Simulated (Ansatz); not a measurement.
As:
```xyz
1
Lattice="0.0000 2.1100 2.1100 2.1100 0.0000 2.1100 2.1100 2.1100 0.0000" Properties=species:S:1:pos:R:3 pbc="T T T"
As     0.0000     0.0000     0.0000
```

Relaxed with r²SCAN+D4. Special points in fractions of this cell's reciprocal vectors: Γ (0.000, 0.000, 0.000); X (0.500, 0.000, 0.500); U (0.625, 0.250, 0.625); K (0.375, 0.375, 0.750); L (0.500, 0.500, 0.500); W (0.500, 0.250, 0.750).

List the band energies nearest the Fermi level at these points for the program Ansatz at the r²SCAN+D4 level (PAW).

In eV from the Fermi level; about four levels below and three above (degenerate sets whole), none deeper than 8.9 eV; … stands for higher levels left out; points with the same levels are listed once.

```
k                    below           above
-  -----------------------  --------------
Γ                        –  6.12 6.12 6.12
X                    -6.16     0.47 0.47 …
U              -5.06 -3.75          1.43 …
L                    -7.26     4.24 4.24 …
W  -8.89 -3.99 -3.99 -1.85               …
```

Space group Fm-3m (fcc (Cu type)). The cell is a constructed one: a structure type filled with these elements; neither database checked (COD, Materials Project) lists it. It is not the phase usual at ambient conditions (space group No. 166). The cell was relaxed with r²SCAN+D4 under the symmetry of its start. At this level the phase is mechanically unstable. Scalar-relativistic: spin–orbit coupling is off unless named, which matters more the heavier the elements.

Potentials: the later of the program's two PAW sets.
